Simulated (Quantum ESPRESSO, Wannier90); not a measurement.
## ZrO2 (P4₂/nmc), plane waves to Wannier functions

```
begin unit_cell_cart
ang
    3.6001700000    0.0000000000    0.0000000000
    0.0000000000    3.6001700000    0.0000000000
    0.0000000000    0.0000000000    5.2251600000
end unit_cell_cart
begin atoms_frac
Zr   0.0000000000  0.0000000000  0.0000000000
Zr   0.5000000000  0.5000000000  0.5000000000
O    0.0000000000  0.5000000000  0.3017700000
O    0.0000000000  0.5000000000 -0.1982300000
O    0.5000000000  0.0000000000  0.1982300000
O    0.5000000000  0.0000000000 -0.3017700000
end atoms_frac
```

Structure: Materials Project mp-2574, symmetrised, not relaxed again. COD (Crystallography Open Database) has the formula in 4 space groups, this one among them (matched by group alone). Method: PBE plane waves in Quantum ESPRESSO 7.5 (PseudoDojo norm-conserving files, 68 Ry, no spin polarisation, no spin-orbit coupling), Bloch states on a 8×8×6 mesh through Γ, Wannier90 4.0.1. Density: 8×8×6 mesh, cold smearing 0.01 Ry.

A tight-binding model is made by disentanglement and projection with no localisation steps (num_iter = 0), so the 22 orbitals stay atom-like: hydrogen-like Zr: d; O: p, axes along x, y, z; frozen window up to 5.57 eV relative to the valence-band maximum. It follows pw.x to 0.1 meV rms for states up to 5.1 eV relative to the valence-band maximum. Matrix elements depend on this choice of orbitals and windows.

Q: Which pairs of orbitals on different sites are coupled most strongly? Give distance, modulus and how many such pairs a cell has.

A: 
```tsv
orbital	orbital	distance of the centres (Å)	modulus (eV)	pairs
O px	Zr dxz	2.10	2.07	4
O py	Zr dyz	2.10	2.07	4
O pz	Zr dx2-y2	2.08	1.32	8
O px	Zr dx2-y2	2.08	1.26	4
O py	Zr dx2-y2	2.08	1.26	4
O py	Zr dyz	2.36	1.18	4
O px	Zr dxz	2.36	1.18	4
O py	Zr dxy	2.08	1.18	4
O px	Zr dxy	2.08	1.18	4
O pz	Zr dyz	2.35	1.03	4
O pz	Zr dxz	2.35	1.03	4
O pz	Zr dz2	2.08	1.02	8
O pz	Zr dx2-y2	2.38	0.81	8
O pz	O pz	2.61	0.68	4
O py	Zr dyz	2.06	0.63	4
O px	Zr dxz	2.06	0.63	4
O py	Zr dz2	2.39	0.60	4
O px	Zr dz2	2.39	0.60	4
O py	Zr dx2-y2	2.39	0.52	4
O px	Zr dx2-y2	2.39	0.52	4
O px	Zr dxy	2.40	0.49	4
O py	Zr dxy	2.40	0.49	4
O px	O py	2.60	0.43	16
O pz	Zr dxz	2.11	0.40	4
O pz	Zr dyz	2.11	0.40	4
O px	Zr dxz	2.43	0.32	4
O py	Zr dyz	2.43	0.32	4
O px	Zr dz2	2.08	0.25	4
O py	Zr dz2	2.08	0.25	4
O pz	Zr dz2	2.38	0.24	8
```
